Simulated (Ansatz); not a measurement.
# Profile along the N–Ti line in TiN (rock salt)

TiN (rock salt), conventional cell a = 4.2040 Å, b = 4.2040 Å, c = 4.2040 Å, α = 90.00°, β = 90.00°, γ = 90.00°. The calculation uses the primitive cell of 2 atoms, to which meshes and values per cell refer.

Fields along a shortest N–Ti line of a {110} plane (2.10 Å), from N to Ti, interpolated on the slice's grid (step about 0.1 Å). Computed with PBEsol (plane waves to 420 eV, PAW, scalar-relativistic; Ansatz, a first-principles code). k mesh 19×19×19. Inside the PAW spheres the values are not all-electron values, and peaks at nuclei hang on which shells count as valence. TiN is run without spin polarisation. TiN was relaxed with its symmetry unable to fall.

```csv
distance from N (Å),valence electron density (e/Å³),electron localisation function
0.00,3.52,x
0.21,3.59,x
0.42,2.81,0.66
0.63,1.50,0.81
0.84,0.77,0.64
1.05,0.53,0.19
1.26,0.88,0.25
1.47,2.99,0.59
1.68,6.88,0.53
1.89,9.59,x
2.10,10.13,x
```

x: too close to a nucleus for the ELF to mean much.

Density on the N–Ti line (2.10 Å) at its midpoint: 0.53 e/Å³. ELF at that point: 0.19.
